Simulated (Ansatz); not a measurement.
Data:

KPH2O4:
```xyz
16
Lattice="0.0000 5.3009 3.4612 5.2594 0.0000 3.4612 5.2594 5.3009 0.0000" Properties=species:S:1:pos:R:3 pbc="T T T"
K      5.2594     5.3009     1.7270
K      2.6297     2.6504     3.4576
H      5.9059     2.1978     2.6313
H      4.6130     8.4040     2.6313
H      7.2427     4.8483     4.3619
H      3.2762     5.7535     4.3619
P      5.2594     5.3009     5.2789
P      2.6297     2.6504     0.0872
O      2.9603     3.8912     0.9218
O      2.2991     1.4097     0.9218
O      4.9288     1.2407     2.6524
O      0.3306     4.0602     2.6524
O      3.8555     7.6218     2.6113
O      6.6634     2.9800     2.6113
O      4.0337     4.9714     4.3419
O      6.4852     5.6304     4.3419
```

This is the PBEsol-relaxed structure. Tensor components refer to the Cartesian frame of this cell.

Q: All from PBEsol in the plane-wave PAW code Ansatz, unless another level is named. Predict the Young's modulus.

A: 42.6 GPa.

Q: Give the piezoelectric stress constants (proper, relaxed ions, C/m²).

A: e15 = 0.06, e31 = 0.10, e32 = 0.12, e33 = -0.02.

Q: Next, the highest zone-centre frequency (without LO–TO term)?

A: 2047 cm⁻¹.

Space group Fdd2. The workflow started from a Materials Project entry (that database holds measured and hypothetical structures alike); the Crystallography Open Database files this formula in space group No. 43, but the cells were not matched. Whether it is the stable phase at ambient conditions was not checked. Symmetry was held in the PBEsol relaxation; its stability against distortions is not shown here. Signs of piezoelectric constants follow the polarity of the cell as given.

Potentials: the earlier of the program's two PAW sets. The files were generated under PBE; for other functionals the program regenerates the frozen cores, and for LDA and PBEsol the local potential too.
